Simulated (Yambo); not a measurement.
KBH₄ (space group P2_1/m, No. 11, within 0.06 Å of P4_2/nmc), G0W0@PBEsol in Yambo; all else as in the reference (2×2×2 Γ-centred k mesh, 197 bands and a 7 Ry block in the screening, 197 bands in G with the Bruneval-Gonze terminator, plasmon pole fitted at 27.2 eV). One parameter is varied: the cutoff of the exchange sum, over 5, 10, 20, 40, 76 Ry.

### Question
From which value on does the gap Γ → (-0.5, -0.5, 0) stay within 0.05 eV of the largest setting?

### Answer
From 10 Ry on.
| cutoff of the exchange sum (Ry) | G0W0 gap (eV) | valence shift (eV) |
|---|---|---|
| 5 | 8.95 | -1.65 |
| 10 | 9.06 | -1.95 |
| 20 | 9.05 | -1.99 |
| 40 | 9.04 | -2.00 |
| 76 | 9.04 | -2.00 |
The last step of the sweep still moves the gap by 0 meV; the other settings are held fixed.

Geometry of the Materials Project entry, not relaxed at this level; primitive cell a = 4.663 Å, b = 4.678 Å, c = 6.549 Å, α = γ = 90.00°, β = 90.07°.

The structure is a Materials Project entry; no match was found in the copy of COD used, and its stability was not checked.

A shift is the quasiparticle energy of the state minus its PBEsol energy.
